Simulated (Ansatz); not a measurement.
In PBEsol in the plane-wave PAW code Ansatz, Al$_{2}$Cu in the tetragonal phase (I4/mcm; Al on 8h, Cu on 4a) relaxes to a = 5.995 Å, c = 4.826 Å. Its formation energy from the elements is -0.17 eV/atom, with no fitted shifts.

Electronic character: metallic (no gap).

An equation-of-state fit gives a bulk modulus of 109 GPa.

The cell was relaxed with PBEsol under the symmetry of its start. The run is not spin-polarised. Axis ratios of metals converge slowly with the k-mesh, so a and c are less sure than the volume. The references are the lowest solids computed at this level, not always the standard phases.

Potentials: the later of the program's two PAW sets.
